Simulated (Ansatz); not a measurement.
LiMgBN₂ in space group I-4m2 (No. 119; Li on 2d, Mg on 2c, B on 2b, N on 4e), r²SCAN in the plane-wave PAW code Ansatz. The conduction-band minimum lies at Γ, with 1 equivalent valley. Second derivatives d²E/dk² of the lowest band at one valley (eV·Å²), along Cartesian directions:

```tsv
direction	d²E/dk²
[100]	18.42
[010]	18.42
[001]	11.25
[110]	18.42
[101]	14.83
[011]	14.83
```

Problem. Find the principal effective masses, the density-of-states mass and the conductivity mass.

Solution. Off-diagonal terms follow from H_xy = H[110] − (H_xx + H_yy)/2, and m*/mₑ = 7.620 eV·Å² over each eigenvalue: 0.41, 0.41, 0.68. One valley's DOS mass (m₁m₂m₃)^(1/3) = 0.49, conductivity mass 3/(Σ 1/mᵢ) = 0.48 mₑ.

Problem. What effective density of states Nc follows at 300 K for parabolic valleys?

Solution. Nc = 2.509e19 × 1 × (0.49)^(3/2) ≈ 8.6e18 cm⁻³.

The first step of the workflow began from a Materials Project structure, measured or hypothetical; the Crystallography Open Database copy checked does not list it. With Li and Mg taken as one species the cell has the higher symmetry I4/mmm, so it may be an ordered model of a mixed-site phase. Its standing as an ambient phase is unchecked. The r²SCAN relaxation kept the symmetry of its start; whether a distortion lowers the energy is not shown.

Potentials: the later of the program's two PAW sets.

Edges and masses are those of Kohn–Sham bands, whose gap is no quasiparticle gap.
